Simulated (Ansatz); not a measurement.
# Conduction electrons in ZnAg (Pm-3m)

```
Zn Ag
1.0
     3.11839    0.00000    0.00000
     0.00000    3.11839    0.00000
     0.00000    0.00000    3.11839
Zn Ag
1 1
Direct
  0.50000 0.50000 0.50000
  0.00000 0.00000 0.00000
```

The conventional cell has a = 3.118 Å, b = 3.118 Å, c = 3.118 Å, α = 90.00°, β = 90.00°, γ = 90.00°. Around Zn (atom 1) lie 8 Ag at 2.70 Å. Ag (atom 2) is surrounded by 8 Zn at 2.70 Å.

Computed, not measured; unless marked otherwise by PBEsol, all-electron LAPW in Ansatz 0.2.0, with spin-orbit coupling. k mesh 12×12×12, fine mesh 14×14×14, Fermi-Dirac smearing of 0.080 eV, basis error target 1 meV/atom. The cell was relaxed by PAW under this functional.

Levels and slopes are solved on a 14×14×14 mesh, and each state is taken as quadratic over its cell.

(1) What is the density of states at the Fermi level, and which bare Sommerfeld coefficient follows?

(2) What Drude plasma energy and σ/τ do the band velocities give?

(3) Which bands cross the Fermi level, and what do they carry?

(4) Map the plane k₃ = 1/2 of the mesh: how many bands lie under the Fermi level at each point, counted from the least on the plane?

(5) What does PAW give for the same cell?

(6) And without spin-orbit coupling?

Results:

(1) N(E_F) = 0.243 states/eV/atom (both spins), so γ = (π²/3) k_B² N(E_F) = 0.574 mJ/(mol-atom K²) without electron-phonon or spin-fluctuation enhancement.

(2) (ħω_p,α)² = (e²/ε₀VN_k) Σ_nkσ (∂E/∂k_α)² δ(E − E_F) gives ħω_p = (9.45, 9.45, 9.45) eV along x, y, z, and σ/τ = ε₀ω_p² = 18.3×10²⁰ Ω⁻¹m⁻¹s⁻¹ along x. Weighted by the density of states, the mean Fermi speed is 1.43×10⁶ m/s; the surface has an area of 18.8 Å⁻² for each spin direction.

(3) 

```tsv
band	filled part	N (states/eV/cell)	speed (10⁶ m/s)	5th to 95th percentile	area (Å⁻²)	filling
1	0.96	0.0347	1.31	1.04 to 1.71	2.45	nearly full
2	0.96	0.0347	1.31	1.04 to 1.71	2.45	nearly full
3	0.54	0.209	1.45	0.96 to 1.85	16.3	partly filled
4	0.54	0.209	1.45	0.96 to 1.85	16.3	partly filled
```

(4) k₁ runs to the right and k₂ upwards, each from −½ to ½ with 0 in the middle (the axes needn't be at right angles):
```
00004444444000
00044444444400
00444444444440
24444444444444
44444444444444
44444444444444
44444444444444
44444444444444
44444444444444
24444444444444
00444444444440
00044444444400
00004444444000
00002444442000
```

(5) N(E_F) = 0.243 states/eV/atom and ħω_p,x = 9.45 eV.

(6) N(E_F) = 0.24 states/eV/atom and ħω_p,x = 9.40 eV, on a 16×16×16 mesh.

Known limits: these sums move with the mesh, by several per cent and more for small sheets; the frozen-core PAW files of the compared runs were fitted under PBE, their cores solved anew for this functional.
